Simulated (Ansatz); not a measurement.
W (hcp (Mg type), P6_3/mmc) under volume change, the program Ansatz at the r²SCAN level (PAW), shape and atoms relaxed at each volume.

```csv
V (Å³/atom),E − E(relaxed) (meV/atom),P (GPa)
14.834,136.8,32.46
15.323,57.5,19.84
15.812,13.7,9.17
16.301,0.0,0.00
16.790,12.4,-7.91
17.279,47.2,-14.75
17.768,101.5,-20.66
```

Question: What does a third-order Birch–Murnaghan fit give for V₀, B₀ and B′?

Answer: V₀ = 16.30 Å³/atom, B₀ = 284 GPa, B′ = 4.0.

The start of the workflow was typed in or built on a structure type; the Crystallography Open Database copy checked does not list it. It is not the phase usual at ambient conditions (space group No. 229). The r²SCAN relaxation kept the symmetry of its start; its stability against distortions is not shown here. No spin polarisation was allowed. Scalar-relativistic: spin–orbit coupling is off unless named, which matters more the heavier the elements.

Potentials: the later of the program's two PAW sets.
